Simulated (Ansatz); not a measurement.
Ca:
```xyz
1
Lattice="0.0000 2.7628 2.7628 2.7628 0.0000 2.7628 2.7628 2.7628 0.0000" Properties=species:S:1:pos:R:3 pbc="T T T"
Ca     0.0000     0.0000     0.0000
```

Relaxed with PBE. Special points in fractions of this cell's reciprocal vectors: Γ (0.000, 0.000, 0.000); X (0.500, 0.000, 0.500); U (0.625, 0.250, 0.625); K (0.375, 0.375, 0.750); L (0.500, 0.500, 0.500); W (0.500, 0.250, 0.750).

**Question.** List the band energies nearest the Fermi level at these points for the program Ansatz at the PBE level (PAW).

**Answer.** In eV from the Fermi level; about four levels below and three above (degenerate sets whole), none deeper than 8.9 eV; points with the same levels are listed once.

```csv
k,below,above
Γ,-4.02,2.33 2.33 2.33
X,-0.45,0.58 0.96 4.08
U,–,0.03 0.41 0.83
L,-0.98 -0.16,2.22 2.22 4.09 4.09
W,–,0.20 0.69 0.69
```

Space group Fm-3m (fcc (Cu type)). The PBE relaxation kept the symmetry of its start.

Potentials: the later of the program's two PAW sets.
